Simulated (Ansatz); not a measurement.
AgBi2Se3 (C2/m), relaxed with PBEsol (Ansatz, a program for electronic structure, plane waves, PAW): a = 6.927 Å, b = 4.032 Å, c = 11.017 Å, α = γ = 90.00°, β = 101.75°.

* **ΔH_f (eV/atom)**: -0.20

Question: The same phase is relaxed and computed with r²SCAN in the same code. What are the cell and these values now?

Answer: a = 7.1146 Å, b = 4.6416 Å, c = 10.0033 Å, α = γ = 90.00°, β = 96.96°.

* **ΔH_f (eV/atom)**: -0.22

Typed or built starts, not in the databases checked: AgBi2Se3, C2/m (Se on 2a, Bi on 4i, Se on 4i, Ag on 2d); AgBi2Se3, C2/m (Se on 2c, Bi on 4i, Se on 4i, Ag on 2b). All cells were relaxed under the symmetry of their starts (and spin orders); stability against distortions was not tested throughout. Rows with no word on spin ran without spin polarisation. Scalar-relativistic: spin–orbit coupling is off unless named, which matters more the heavier the elements.

Potentials: the later of the program's two PAW sets.

Ansatz is a plane-wave DFT program.

Formation energies count from the lowest solids of the elements computed at the same level, not from gases.
